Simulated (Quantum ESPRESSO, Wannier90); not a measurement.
# SiO2 (P6₄22), plane waves to Wannier functions

```xyz
9
Lattice="5.0605 0.0000 0.0000 -2.5303 4.3825 0.0000 0.0000 0.0000 5.5414" Properties=species:S:1:pos:R:3 pbc="T T T"
Si    -1.2651     2.1913     1.8471
Si     2.5303     0.0000     0.0000
Si     1.2651     2.1913    -1.8471
O     -1.5835    -0.9142    -0.9236
O      0.0000    -1.8284     2.7707
O      1.5835    -0.9142     0.9236
O      1.5835     0.9142    -0.9236
O      0.0000     1.8284     2.7707
O     -1.5835     0.9142     0.9236
```

Structure: Materials Project mp-10851, symmetrised, not relaxed again. Not found in the COD (Crystallography Open Database) copy used, which has the formula in other groups; not checked further. Method: PBEsol plane waves in Quantum ESPRESSO 7.5 (PseudoDojo norm-conserving files, 68 Ry, no spin polarisation, no spin-orbit coupling), Bloch states on a 6×6×4 mesh through Γ, Wannier90 4.0.1. Density: 12×12×6 mesh, cold smearing 0.01 Ry.

Bands 7-12 form an isolated set from -9.79 to -4.69 eV relative to the valence-band maximum (on the path) and are turned into 6 Wannier functions by minimising the spread from the start: SCDM (isolated).

### Question
Where do the functions sit, how wide are they and what are they made of?

### Answer
| functions | spread (Å²) | nearest atom, distance (Å) | second atom, distance (Å) | weight on atomic waves |
|---|---|---|---|---|
| 6 | 1.42 | O 0.08 | Si 1.59 | O 2p 70 %, Si 3p 14 %, Si 3s 7 % |

Ω_I = 8.47 Å², Ω_total = 8.54 Å²; the interpolated bands follow pw.x to 0.1 meV rms on the path. Only this start was tried; a symmetric start can stop on a saddle, and mixtures of these functions could lower the total by at most Ω_total − Ω_I.
